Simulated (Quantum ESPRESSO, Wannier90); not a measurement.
**CsPbCl3 (R32), plane waves to Wannier functions**

```
begin unit_cell_cart
ang
    4.0031550324    2.3112226355    3.2955570000
   -4.0031550324    2.3112226355    3.2955570000
    0.0000000000   -4.6224452711    3.2955570000
end unit_cell_cart
begin atoms_frac
Cs   0.5000000000  0.5000000000  0.5000000000
Pb   0.0000000000  0.0000000000  0.0000000000
Cl   0.5000000000  0.0186030000 -0.0186030000
Cl  -0.0186030000  0.5000000000  0.0186030000
Cl   0.0186030000 -0.0186030000  0.5000000000
end atoms_frac
```

Cell from Materials Project (mp-675022), symmetrised, no further relaxation. Not found in the COD (Crystallography Open Database) copy used, which has the formula in other groups; not checked further. Level: PBEsol, no spin polarisation, no spin-orbit coupling; pw.x of Quantum ESPRESSO at 50 Ry with PseudoDojo potentials, 6×6×6 k-points, Wannier90. Density: 6×6×6 mesh, cold smearing 0.01 Ry. Spin-orbit coupling is left out although heavy elements are present.

A tight-binding model is made by disentanglement and projection with no localisation steps (num_iter = 0), so the 16 orbitals stay atom-like: hydrogen-like Cs: s; Pb: p; Cl: s;p, axes along x, y, z; frozen window up to 3.51 eV relative to the valence-band maximum. It follows pw.x to 1.2 meV rms for states up to 3.0 eV relative to the valence-band maximum. Matrix elements depend on this choice of orbitals and windows. Bands 10–13 (Cs 5p 74 %, Pb 6s 18 %, Cl 3p 6 %) lie between the kept ones and are excluded.

Q: What are the on-site energies relative to the valence-band maximum, and how fast do the hoppings decay?

A: 
```json
[
 {"atom": "Cs1", "orbitals": "s", "energy (eV)": "5.02"},
 {"atom": "Pb2", "orbitals": "pz", "energy (eV)": "2.82"},
 {"atom": "Pb2", "orbitals": "px py", "energy (eV)": "2.78"},
 {"atom": "Cl3", "orbitals": "s", "energy (eV)": "-14.14"},
 {"atom": "Cl3", "orbitals": "pz", "energy (eV)": "-2.19"},
 {"atom": "Cl3", "orbitals": "px", "energy (eV)": "-2.11"},
 {"atom": "Cl3", "orbitals": "py", "energy (eV)": "-2.27"},
 {"atom": "Cl4", "orbitals": "s", "energy (eV)": "-14.14"},
 {"atom": "Cl4", "orbitals": "pz", "energy (eV)": "-2.19"},
 {"atom": "Cl4", "orbitals": "px", "energy (eV)": "-2.11"},
 {"atom": "Cl4", "orbitals": "py", "energy (eV)": "-2.27"},
 {"atom": "Cl5", "orbitals": "s", "energy (eV)": "-14.14"},
 {"atom": "Cl5", "orbitals": "pz", "energy (eV)": "-2.19"},
 {"atom": "Cl5", "orbitals": "px", "energy (eV)": "-2.35"},
 {"atom": "Cl5", "orbitals": "py", "energy (eV)": "-2.03"}
]
```

```
distance of the centres (Å)  largest modulus (eV)
---------------------------  --------------------
2–3                                           1.1
3–4                                          0.39
4–5                                          0.32
5–6                                          0.25
6–7                                         0.026
7–8                                         0.020
8–9                                         0.064
9–10                                        0.012
10–11                                      0.0038
11–12                                       0.015
12–13                                      0.0038
```
